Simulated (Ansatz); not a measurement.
Nb:
```
CELL_PARAMETERS angstrom
     -1.65120     1.65120     1.65120
      1.65120    -1.65120     1.65120
      1.65120     1.65120    -1.65120
ATOMIC_POSITIONS crystal
  Nb 0.00000 0.00000 0.00000
```

Relaxed with r²SCAN. Special points in fractions of this cell's reciprocal vectors: Γ (0.000, 0.000, 0.000); H (0.500, -0.500, 0.500); N (0.000, 0.000, 0.500); P (0.250, 0.250, 0.250).

Task: List the band energies nearest the Fermi level at these points for r²SCAN (plane waves, PAW; program Ansatz).

Result: In eV from the Fermi level; about four levels below and three above (degenerate sets whole), none deeper than 8.9 eV; … stands for higher levels left out; points with the same levels are listed once.

```tsv
k	below	above
Γ	-6.25	0.45 0.45 0.45
H	-3.88 -3.88	…
N	-3.89 -1.70	2.27 3.59 …
P	-1.17 -1.17 -1.17	…
```

Space group Im-3m (bcc (W type)). The cell was relaxed with r²SCAN under the symmetry of its start. No spin polarisation was allowed. Spin–orbit coupling is left out wherever it is not named.

Potentials: the earlier of the program's two PAW sets.
